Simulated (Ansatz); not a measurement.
# Rocksalt alloy of MgO and ZnO (18 of 32 Mg sites exchanged), 64 atoms

Ansatz, PAW, plane waves. PBEsol relaxation of volume and atoms (shape held) at the single k point (¼, ¼, ¼) without its symmetry partners; single points on the relaxed atoms at the Γ point alone, onto which points of the small cell's zone fold. Arrangement: quasirandom. No spin–orbit coupling unless named.

Relaxed structure:

```yaml
crystal:
  lattice:
    - [8.48846, 0.00000, 0.00000]
    - [0.00000, 8.48846, 0.00000]
    - [0.00000, 0.00000, 8.48846]
  atoms:
    - { symbol: O, position: [0.24990, 0.99838, 0.99992] }
    - { symbol: O, position: [0.24837, 0.99821, 0.49967] }
    - { symbol: O, position: [0.25052, 0.50219, 0.99994] }
    - { symbol: O, position: [0.25333, 0.50229, 0.49969] }
    - { symbol: O, position: [0.74920, 0.99794, 0.99981] }
    - { symbol: O, position: [0.75177, 0.00006, 0.49977] }
    - { symbol: O, position: [0.74964, 0.50202, 0.00208] }
    - { symbol: O, position: [0.74827, 0.50047, 0.49753] }
    - { symbol: O, position: [0.00033, 0.24959, 0.00131] }
    - { symbol: O, position: [0.00040, 0.24812, 0.49759] }
    - { symbol: O, position: [0.00023, 0.75030, 0.99969] }
    - { symbol: O, position: [0.00304, 0.75292, 0.49992] }
    - { symbol: O, position: [0.49978, 0.24998, 0.99951] }
    - { symbol: O, position: [0.50013, 0.25120, 0.49968] }
    - { symbol: O, position: [0.49974, 0.75007, 0.99724] }
    - { symbol: O, position: [0.49786, 0.74776, 0.50218] }
    - { symbol: O, position: [0.99679, 0.00039, 0.25276] }
    - { symbol: O, position: [0.99696, 0.99801, 0.74717] }
    - { symbol: O, position: [0.99977, 0.49948, 0.25011] }
    - { symbol: O, position: [0.00167, 0.50155, 0.74931] }
    - { symbol: O, position: [0.50136, 0.99989, 0.25030] }
    - { symbol: O, position: [0.50197, 0.99840, 0.74927] }
    - { symbol: O, position: [0.50049, 0.49964, 0.25238] }
    - { symbol: O, position: [0.49813, 0.50180, 0.74707] }
    - { symbol: O, position: [0.24780, 0.25182, 0.24927] }
    - { symbol: O, position: [0.24983, 0.25109, 0.75010] }
    - { symbol: O, position: [0.24718, 0.74700, 0.24943] }
    - { symbol: O, position: [0.24980, 0.74699, 0.75018] }
    - { symbol: O, position: [0.75239, 0.25015, 0.24917] }
    - { symbol: O, position: [0.74995, 0.24900, 0.75029] }
    - { symbol: O, position: [0.75250, 0.74982, 0.24702] }
    - { symbol: O, position: [0.74996, 0.75264, 0.75257] }
    - { symbol: Zn, position: [0.99919, 0.99965, 0.99984] }
    - { symbol: Zn, position: [0.00024, 0.50026, 0.00014] }
    - { symbol: Zn, position: [0.00082, 0.50031, 0.49939] }
    - { symbol: Zn, position: [0.49988, 0.00020, 0.99962] }
    - { symbol: Zn, position: [0.49992, 0.99988, 0.49991] }
    - { symbol: Zn, position: [0.49992, 0.50009, 0.99932] }
    - { symbol: Zn, position: [0.25005, 0.24979, 0.99970] }
    - { symbol: Zn, position: [0.25021, 0.25029, 0.49963] }
    - { symbol: Zn, position: [0.74997, 0.25031, 0.99982] }
    - { symbol: Zn, position: [0.75040, 0.25011, 0.49971] }
    - { symbol: Zn, position: [0.75059, 0.75053, 0.50003] }
    - { symbol: Zn, position: [0.24918, 0.99973, 0.24987] }
    - { symbol: Zn, position: [0.24945, 0.99923, 0.74965] }
    - { symbol: Zn, position: [0.74983, 0.50041, 0.74988] }
    - { symbol: Zn, position: [0.00002, 0.24990, 0.74996] }
    - { symbol: Zn, position: [0.50019, 0.24996, 0.24961] }
    - { symbol: Zn, position: [0.49989, 0.24987, 0.74974] }
    - { symbol: Zn, position: [0.50001, 0.74948, 0.24985] }
    - { symbol: Mg, position: [0.00032, 0.00104, 0.50026] }
    - { symbol: Mg, position: [0.50126, 0.49923, 0.49995] }
    - { symbol: Mg, position: [0.25032, 0.75061, 0.00012] }
    - { symbol: Mg, position: [0.25056, 0.75027, 0.49952] }
    - { symbol: Mg, position: [0.74942, 0.74964, 0.99972] }
    - { symbol: Mg, position: [0.25055, 0.49902, 0.24936] }
    - { symbol: Mg, position: [0.24974, 0.49835, 0.75004] }
    - { symbol: Mg, position: [0.74856, 0.00043, 0.24987] }
    - { symbol: Mg, position: [0.74934, 0.00150, 0.74987] }
    - { symbol: Mg, position: [0.74975, 0.49956, 0.24974] }
    - { symbol: Mg, position: [0.00037, 0.24979, 0.24926] }
    - { symbol: Mg, position: [0.99987, 0.75012, 0.24995] }
    - { symbol: Mg, position: [0.99958, 0.74960, 0.74964] }
    - { symbol: Mg, position: [0.50024, 0.75035, 0.74960] }
```

(1) What are the mean bond lengths by pair (pairs within 1.2 times the sum of covalent radii, less contacts 15 % beyond the pair's median; cation–cation pairs of compounds aside; long ionic contacts are cut short by that bound)?

(2) What gap lies between the top filled and the lowest empty level in the single points?

Answers

(1) Mg–O 2.112 ± 0.010 Å (standard deviation, 84 bonds); O–Zn 2.131 ± 0.010 Å (standard deviation, 108 bonds).

(2) HSE06 3.72 eV (2.9 min on 7 threads of Neoverse-V2).
